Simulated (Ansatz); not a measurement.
Polymorphs of TiPd, each relaxed with r²SCAN (plane waves, PAW; program Ansatz):

A: Pmma
a = 4.557 Å, b = 2.781 Å, c = 4.874 Å, α = 90.00°, β = 90.00°, γ = 90.00°

| atom | site | symmetry | x | y | z |
|---|---|---|---|---|---|
| Ti | 2e | mm2 | 0.2500 | 0.0000 | 0.7041 |
| Pd | 2f | mm2 | 0.2500 | 0.5000 | 0.1875 |

B: CsCl type (Pm-3m)
a = b = c = 3.1560 Å, α = β = γ = 90.00°

| atom | site | symmetry | x | y | z |
|---|---|---|---|---|---|
| Ti | 1b | m-3m | 0.5000 | 0.5000 | 0.5000 |
| Pd | 1a | m-3m | 0.0000 | 0.0000 | 0.0000 |

### Question
Order them by energy per atom at 0 K (lowest first) at the level r²SCAN.

### Answer
A (+0 meV/atom), B (+84 meV/atom)

Standing as an ambient phase not checked: A; B. Perhaps ordered models of mixed-site phases: A. All cells were relaxed under the symmetry of their starts (and spin orders); stability against distortions was not tested throughout. Rows with no word on spin ran without spin polarisation. Spin–orbit coupling is left out wherever it is not named.

Energies hold the estimated change up to a 700 eV cutoff; steps of a few meV lie near the error of the meshes.

Potentials: the later of the program's two PAW sets.
